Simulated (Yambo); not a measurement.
Material: CdSe (zinc blende, space group F-43m, No. 216) under isotropic strain of -1 % on all lattice vectors; a = 4.2583 Å, b = 4.2583 Å, c = 4.2583 Å, α = 60.00°, β = 60.00°, γ = 60.00° (2 atoms in the cell). The PBEsol cell relaxed from Materials Project entry mp-2691 was given an isotropic strain of -1 % on all lattice vectors, and the atoms were relaxed again.

With PBE (stringent potentials; pw.x of Quantum ESPRESSO, ONCV potentials, without SOC), the gap between the mesh's edge points (Γ → Γ) is 0.670 eV.

**Question.** By how much does one-shot G0W0 (Yambo; 4×4×4 Γ-centred k mesh, bands 14 to 259 and a 15 Ry block in the screening, 259 bands in G with the Bruneval-Gonze terminator, plasmon pole fitted at 27.2 eV) open this gap, and what gap results?

**Answer.** The correction is 0.747 eV, giving 1.417 eV, 2.1 times the PBE value.  Convergence of the G0W0 settings was not tested. Spin-orbit splittings are left out.
